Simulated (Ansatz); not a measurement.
BN:
```yaml
crystal:
  lattice:
    - [2.54948, 0.00000, 0.00000]
    - [-1.27474, 2.20791, 0.00000]
    - [0.00000, 0.00000, 12.54350]
  atoms:
    - { symbol: B, position: [0.00000, 0.00000, 0.00007] }
    - { symbol: B, position: [0.00000, 0.00000, 0.50007] }
    - { symbol: B, position: [0.66667, 0.33333, 0.83267] }
    - { symbol: B, position: [0.33333, 0.66667, 0.33267] }
    - { symbol: B, position: [0.66667, 0.33333, 0.16656] }
    - { symbol: B, position: [0.33333, 0.66667, 0.66656] }
    - { symbol: N, position: [0.00000, 0.00000, 0.87440] }
    - { symbol: N, position: [0.00000, 0.00000, 0.37440] }
    - { symbol: N, position: [0.66667, 0.33333, 0.70808] }
    - { symbol: N, position: [0.33333, 0.66667, 0.20808] }
    - { symbol: N, position: [0.66667, 0.33333, 0.04192] }
    - { symbol: N, position: [0.33333, 0.66667, 0.54192] }
```

Tensor components refer to the Cartesian frame of this cell.

Problem. Give the proper piezoelectric stress tensor with relaxed ions from DFT-r²SCAN in the program Ansatz with PAW potentials.

Solution. In C/m², rows x, y, z, Voigt columns; mesh uncertainty up to 0.00.
```
 0.00   0.00   0.00   0.00  -0.50   0.00
 0.00   0.00   0.00  -0.50   0.00   0.00
-0.52  -0.52   1.15   0.00   0.00   0.00
```

The elastic tensor of the same run (GPa):

```
 963   139  73.1   0.0   0.0   0.0
 139   963  73.1   0.0   0.0   0.0
73.1  73.1  1030   0.0   0.0   0.0
 0.0   0.0   0.0   364   0.0   0.0
 0.0   0.0   0.0   0.0   364   0.0
 0.0   0.0   0.0   0.0   0.0   412
```

Problem. Convert to strain constants d = e·S.

Solution. In pC/N:
```
 0.0   0.0   0.0   0.0  -1.4   0.0
 0.0   0.0   0.0  -1.4   0.0   0.0
-0.6  -0.6   1.2   0.0   0.0   0.0
```

Space group P6_3mc. A made-up cell: these elements were put on the sites of a structure type. Its sites differ from those of the usual phase in this space group: another stacking or structure type. The r²SCAN relaxation kept the symmetry of its start; whether a distortion lowers the energy is not shown. Signs of piezoelectric constants follow the polarity of the cell as given.

Potentials: the later of the program's two PAW sets.
